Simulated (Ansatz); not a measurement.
**Fe-57 Mössbauer parameters in Fe2O3**

Cell: a COD entry, taken as it stands.

Space group R-3c:H (No. 167); a = 5.0380, c = 13.7720 Å, γ = 120.00°.

| site | Wyckoff | site symmetry | x | y | z |
| --- | --- | --- | --- | --- | --- |
| Fe | 12c | 3. | 0.0000 | 0.0000 | 0.8553 |
| O | 18e | .2 | 0.9726 | 0.3333 | 0.0833 |

One atom of each set is listed; the run and its k-mesh use a cell of 10 atoms with edges of 5.43, 5.43, 5.43 Å.

Method: Kohn–Sham DFT in Ansatz, PBE, plane waves and PAW, scalar-relativistic, collinear spin, 420 eV cutoff, Γ-centred 11×11×11 k-points, Fermi–Dirac smearing 0.05 eV. Start moments as typed (μB): 5 on each Fe, none on the rest. The program fits them to the shells of the files, so those used differ somewhat.

Isomer shifts (against α-Fe) follow from the electron density at the nucleus, δ = α(ρ − ρ₀), with α = -0.366 mm s⁻¹ a₀³ and ρ₀ = 14904.00 a₀⁻³ from a line fitted to 10 measured compounds at this level of theory (rms miss 0.11 mm/s). ΔE_Q = ½eQV_zz(1 + η²/3)^½ with Q = 0.160 b for the 14.4 keV state. B_c is the Fermi-contact field along the atom's own moment; orbital and dipolar fields are not included.

**Question.** Where do the absorption lines lie when the magnetic splitting is averaged out (above the ordering temperature, with the gradients of this state)?

**Answer.** Fe (4 atoms a cell): δ = 0.57, |ΔE_Q| = 0.23 mm/s, a doublet at 0.46 and 0.69 mm/s.

**Question.** And the six lines of Fe from the contact field alone, leaving the quadrupole term aside?

**Answer.** With |B_c| = 15.0 T and nuclear moments 0.090604 and -0.15532 μN the lines lie at -1.84, -0.82, 0.19, 0.95, 1.97, 2.99 mm/s, in the ratio 3:2:1:1:2:3 for a powder.

The largest force is 0.9 eV/Å, so the atoms aren't at the calculated equilibrium and relaxing them would move these values. Runs of this kind can end above the lowest electronic state. With no gap above 0.1 eV, as in a metal, the gradients converge slowly in k; expect changes of a tenth or more on a denser mesh. Semilocal functionals can leave a metal where correlation in the d or f shell opens a gap in the real compound, and that would change the values at and beside Fe. With these PAW files V_zz is typically within 2 to 3 % of all-electron values, but misses above 10 % occur on Fe. Measured Fe2O3 orders antiferromagnetically, but in this run all moments are parallel, as the start or the cell imposes: fields and spin densities carried over to other atoms belong to this order alone, and gaps, moments and gradients can differ too. Semilocal functionals underestimate the core's spin polarisation, so contact fields of ionic iron come out too small in magnitude. On Fe B_c is a small difference of large parts, and can be wrong severalfold and even in sign.

The run took 4.3 min of wall time (15 min of CPU time) and 5.7 GiB at its peak, on 4 threads of Intel Xeon Platinum 8259CL CPU @ 2.50GHz (Skylake/Cascade Lake) (x86_64; 16 cores open to the job, memory cap 8.0 GiB, no GPU), a shared host with a load of 0.7 a core.
